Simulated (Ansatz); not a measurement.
NaH:
```xyz
2
Lattice="0.0000 2.4160 2.4160 2.4160 0.0000 2.4160 2.4160 2.4160 0.0000" Properties=species:S:1:pos:R:3 pbc="T T T"
Na     0.0000     0.0000     0.0000
H      2.4160     2.4160     2.4160
```

Relaxed with PBE.

Q: Give the optical modes at the zone centre with their infrared and Raman activity from DFPT, the program Ansatz at the PBE level (PAW).

A: Transverse frequencies, without the LO–TO term; a row sums one degenerate level.

```
ω (cm⁻¹)  degeneracy  IR ((D/Å)²/amu)  Raman (Å⁴/amu)  activity  symmetry
--------  ----------  ---------------  --------------  --------  --------
494                3            67.79               0        IR       T1u
```

Q: How high does the top mode go among those that the LO–TO term moves?

A: 889 cm⁻¹ for q along x.

Space group Fm-3m (rock salt). Symmetry was held in the PBE relaxation; phonons on a q-mesh show no instability.

Potentials: the later of the program's two PAW sets.
